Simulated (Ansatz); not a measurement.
Data:

Cs:
```xyz
1
Lattice="-3.1339 3.1339 3.1339 3.1339 -3.1339 3.1339 3.1339 3.1339 -3.1339" Properties=species:S:1:pos:R:3 pbc="T T T"
Cs     0.0000     0.0000     0.0000
```

This is the r²SCAN-relaxed structure.

**Question.** All from r²SCAN (plane waves, PAW; program Ansatz), unless another level is named. Give the density of states at the Fermi level.

**Answer.** 1.2 states/eV per atom (mean over ±0.08 eV).

**Question.** Give the gap with spin–orbit coupling.

**Answer.** none (metallic).

Space group Im-3m (bcc (W type)). Symmetry was held in the r²SCAN relaxation; phonons on a q-mesh show no instability. Spin–orbit coupling is left out wherever it is not named.

Potentials: the later of the program's two PAW sets.
